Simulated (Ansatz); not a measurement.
Values for one crystal, relaxed and computed with PBEsol (plane waves, PAW; program Ansatz); other levels are named.

- Volume per atom: 28.35 Å³
- Electronic character: no gap, with almost no states at the Fermi level (zero-gap or semimetallic)
- Formation energy from the elements (no fitted shifts): -0.14 eV/atom
- Bulk modulus (Birch–Murnaghan fit): 52.8 GPa
- Density of states at the Fermi level: 0.01 states/eV per atom (mean over ±0.08 eV)
- Pressure derivative B′: 4.7

Pick the material that matches.
A) InGaSbAs, Pmm2 (In on 1a, As on 1b, Ga on 1d, Sb on 1c)
B) InGaAs2, P-4m2 (In on 1d, Ga on 1b, As on 2g)
C) Ta4GaSe8, F-43m (Ta on 16e, Ga on 4b, Se on 16e, Se on 16e)
D) GaRu3C, anti-perovskite

A, InGaSbAs, Pmm2 (In on 1a, As on 1b, Ga on 1d, Sb on 1c)

The start of the workflow was typed in or built on a structure type; neither database checked (COD, Materials Project) lists it. Its standing as an ambient phase is unchecked. The cell was relaxed with PBEsol under the symmetry of its start; whether a distortion lowers the energy is not shown. The references are the lowest solids computed at this level, not always the standard phases. Scalar-relativistic: spin–orbit coupling is off unless named, which matters more the heavier the elements.

Potentials: the later of the program's two PAW sets.
